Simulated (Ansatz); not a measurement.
Phonons of ZnS (wurtzite) at Γ, M = (0.5, 0.0, 0.0), A = (0.0, 0.0, 0.5), L = (0.5, 0.0, 0.5).

ZnS (wurtzite)

```yaml
crystal:
  lattice:
    - [3.84511, 0.00000, 0.00000]
    - [-1.92255, 3.32996, 0.00000]
    - [0.00000, 0.00000, 6.30566]
  atoms:
    - { symbol: Zn, position: [0.66667, 0.33333, 0.99985] }
    - { symbol: Zn, position: [0.33333, 0.66667, 0.49985] }
    - { symbol: S, position: [0.66667, 0.33333, 0.62535] }
    - { symbol: S, position: [0.33333, 0.66667, 0.12535] }
```

Computed with PBE (plane waves to 420 eV, PAW, scalar-relativistic; Ansatz, a quantum-chemistry and plane-wave program). Harmonic phonons by density-functional perturbation theory on a 8×8×4 k mesh, in cm⁻¹; i marks imaginary ones, q is in fractions of the reciprocal vectors of the cell shown, and the three acoustic modes at Γ are left out. The non-analytic (LO-TO) term is not included, so polar modes at Γ have their transverse values. ZnS was relaxed with its symmetry unable to fall.

| q | wavenumbers (cm⁻¹) |
|---|---|
| Γ | 70 (×2), 188, 257, 263 (×2), 268 (×2), 321 |
| M = (0.5, 0.0, 0.0) | 70, 90, 95, 108, 175, 188, 274, 279, 290, 295, 310, 323 |
| A = (0.0, 0.0, 0.5) | 56 (×4), 136 (×2), 264 (×4), 323 (×2) |
| L = (0.5, 0.0, 0.5) | 84 (×2), 85 (×2), 194 (×2), 282 (×2), 288 (×2), 313 (×2) |

The structure shows no imaginary mode at these points (lowest 56 cm⁻¹ at A = (0.0, 0.0, 0.5)); other wave vectors were not tested.

Highest mode: 323 cm⁻¹ at M = (0.5, 0.0, 0.0).
